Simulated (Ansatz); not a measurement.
Ta:
```
CELL_PARAMETERS angstrom
     -1.65033     1.65033     1.65033
      1.65033    -1.65033     1.65033
      1.65033     1.65033    -1.65033
ATOMIC_POSITIONS crystal
  Ta 0.00000 0.00000 0.00000
```

Relaxed with r²SCAN+D4. Special points in fractions of this cell's reciprocal vectors: Γ (0.000, 0.000, 0.000); H (0.500, -0.500, 0.500); N (0.000, 0.000, 0.500); P (0.250, 0.250, 0.250).

Problem. List the band energies nearest the Fermi level at these points for r²SCAN+D4 in the plane-wave PAW code Ansatz.

Solution. In eV from the Fermi level; about four levels below and three above (degenerate sets whole), none deeper than 8.9 eV; points with the same levels are listed once.

```json
[
 {"k": "Γ", "below": "-8.30", "above": "0.84 0.84 0.84"},
 {"k": "H", "below": "-3.96 -3.96", "above": "7.12 7.12 7.12"},
 {"k": "N", "below": "-4.56 -1.57", "above": "1.47 4.21 5.28"},
 {"k": "P", "below": "-1.35 -1.35 -1.35", "above": "5.46 5.46 7.79"}
]
```

Space group Im-3m (bcc (W type)). The r²SCAN+D4 relaxation kept the symmetry of its start. The run is not spin-polarised. The pairwise dispersion correction was not fitted to metals. Scalar-relativistic: spin–orbit coupling is off unless named, which matters more the heavier the elements.

Potentials: the later of the program's two PAW sets.
